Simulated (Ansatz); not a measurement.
**ZrTi3Ge8: rattling a relaxed structure**

The structure comes from a generated guess, relaxed at this level; another structure or a mixture of phases may lie lower.

Computed with DFT PBE, scalar-relativistic, plane waves, PAW (Ansatz). Plane waves to 420 eV, a k mesh through Γ of 6×10×10 on the computed 12-atom cell and Gaussian smearing (0.10 eV); no spin polarisation.

The cell below (12 atoms, space group Amm2 (No. 38)) is relaxed within its symmetry.

```cif
data_structure
_symmetry_space_group_name_H-M 'P 1'
_symmetry_Int_Tables_number 1
_cell_length_a 7.4746
_cell_length_b 7.5157
_cell_length_c 7.5157
_cell_angle_alpha 28.778
_cell_angle_beta 90.000
_cell_angle_gamma 90.000
_cell_volume 203.26
loop_
_atom_site_label
_atom_site_type_symbol
_atom_site_fract_x
_atom_site_fract_y
_atom_site_fract_z
_atom_site_occupancy
Zr1 Zr 0.50000 0.10408 0.10408 1
Ti1 Ti 0.75109 0.89536 0.89536 1
Ti2 Ti 0.24890 0.89536 0.89536 1
Ti3 Ti 0.00000 0.10734 0.10734 1
Ge1 Ge 0.75231 0.25292 0.25292 1
Ge2 Ge 0.24769 0.25292 0.25292 1
Ge3 Ge 0.00000 0.74986 0.74986 1
Ge4 Ge 0.50000 0.75452 0.75452 1
Ge5 Ge 0.75951 0.55915 0.55915 1
Ge6 Ge 0.24048 0.55915 0.55915 1
Ge7 Ge 0.00000 0.43303 0.43303 1
Ge8 Ge 0.50000 0.43632 0.43632 1
```

For the test it was strained at random (σ = 1.5 % a component), the atoms were moved at random (σ = 0.10 Å), and all was relaxed again on a coarse 6×4×6 mesh (in the run’s order of axes) with 0.20 eV smearing, with no symmetry imposed.

Question: Is the structure stable against such a distortion?

Answer: It returns, within 1 meV/atom of the unmoved cell on that mesh and with the same symmetry when read at 0.1 Å (Pm at 0.01 Å, so small strains and shifts remain). So it is stable against the distortions that fit this cell and that this random move excites. Modes that don't fit the cell aren't tested.
